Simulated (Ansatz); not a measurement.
ScOF:
```yaml
crystal:
  lattice:
    - [5.16806, 0.00000, 0.00000]
    - [0.00000, 5.14614, 0.00000]
    - [-0.89303, 0.00000, 5.15962]
  atoms:
    - { symbol: Sc, position: [0.69184, 0.47251, 0.28767] }
    - { symbol: Sc, position: [0.30816, 0.52749, 0.71233] }
    - { symbol: Sc, position: [0.30816, 0.97251, 0.21233] }
    - { symbol: Sc, position: [0.69184, 0.02749, 0.78767] }
    - { symbol: O, position: [0.54415, 0.74621, 0.01233] }
    - { symbol: O, position: [0.45585, 0.25379, 0.98767] }
    - { symbol: O, position: [0.45585, 0.24621, 0.48767] }
    - { symbol: O, position: [0.54415, 0.75379, 0.51233] }
    - { symbol: F, position: [0.94243, 0.32733, 0.65942] }
    - { symbol: F, position: [0.05757, 0.67267, 0.34058] }
    - { symbol: F, position: [0.05757, 0.82733, 0.84058] }
    - { symbol: F, position: [0.94243, 0.17267, 0.15942] }
```

Relaxed with r²SCAN. Special points in fractions of this cell's reciprocal vectors: Γ (0.000, 0.000, 0.000); Z (0.000, 0.500, 0.000); D (0.000, 0.500, 0.500); B (0.000, 0.000, 0.500); A (-0.500, 0.000, 0.500); E (-0.500, 0.500, 0.500); C2 (-0.500, 0.500, 0.000); Y2 (-0.500, 0.000, 0.000).

Problem. List the band energies nearest the valence-band maximum at these points for plane-wave PAW r²SCAN (Ansatz code).

Solution. In eV from the valence-band maximum; about four levels below and three above (degenerate sets whole), none deeper than 8.9 eV; points with the same levels are listed once.

```csv
k,below,above
Γ,-0.56 -0.50 -0.16 -0.15,5.16 5.41 5.48
Z,-1.00 -1.00 0.00 0.00,5.28 5.28 5.98 5.98
D,-1.00 -1.00 -0.77 -0.77,5.49 5.49 5.72 5.72
B,-1.24 -1.24 -0.07 -0.07,5.44 5.44 5.93 5.93
A,-1.39 -1.39 -0.08 -0.08,5.45 5.45 5.72 5.72
E,-1.14 -1.14 -0.94 -0.94,5.48 5.48 5.60 5.60
C2,-1.29 -1.29 -0.01 -0.01,5.24 5.24 5.88 5.88
Y2,-0.60 -0.47 -0.22 -0.13,5.04 5.27 5.46
```

Space group P2_1/c. The workflow started from a Materials Project entry (that database holds measured and hypothetical structures alike); the Crystallography Open Database copy checked does not list it. Whether it is the stable phase at ambient conditions was not checked. The cell was relaxed with r²SCAN under the symmetry of its start; of distortions, only those at the zone centre were tested. The run is not spin-polarised.

Potentials: the later of the program's two PAW sets.
